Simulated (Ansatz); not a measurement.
TePb:
```
TePb
1.0
    4.57405     0.00000     0.00000
    0.00000     4.57405     0.00000
    0.00000     0.00000     8.66574
Pb Te
2 2
Cartesian
  0.00000   2.28703   0.00000
  2.28703   0.00000   4.33287
  0.00000   0.00000   2.16643
  0.00000   0.00000   6.49930
```

Relaxed with HSE06. Special points in fractions of this cell's reciprocal vectors: Γ (0.000, 0.000, 0.000); X (0.000, 0.500, 0.000); M (0.500, 0.500, 0.000); Z (0.000, 0.000, 0.500); R (0.000, 0.500, 0.500); A (0.500, 0.500, 0.500).

List the band energies nearest the Fermi level at these points for DFT-HSE06 in the program Ansatz with PAW potentials.

In eV from the Fermi level; about four levels below and three above (degenerate sets whole), none deeper than 8.9 eV; points with the same levels are listed once.

```tsv
k	below	above
Γ	-2.18 -2.18 -0.69 -0.69 -0.32	1.91 1.91 2.05
X	-2.24 -1.79 -1.39 -0.50	1.67 2.45 3.32
M	-0.94 -0.94 -0.46 -0.44	0.47 2.24 4.16
Z	-1.23 -1.23 -1.16 -1.16	2.56 2.56 3.06 3.06
R	-1.72 -0.86 -0.65 -0.28	0.04 2.45 2.50
A	-0.54 -0.54 -0.08 -0.08	3.37 3.37 5.44 5.44
```

Space group P4_2/mmc. A made-up cell: these elements were put on the sites of a structure type; neither database checked (COD, Materials Project) lists it. It is not the phase usual at ambient conditions (space group No. 225). Symmetry was held in the HSE06 relaxation; its stability against distortions is not shown here. The hybrid run found no gap, on a coarse k-mesh. Spin–orbit coupling is left out wherever it is not named.

Potentials: the later of the program's two PAW sets.
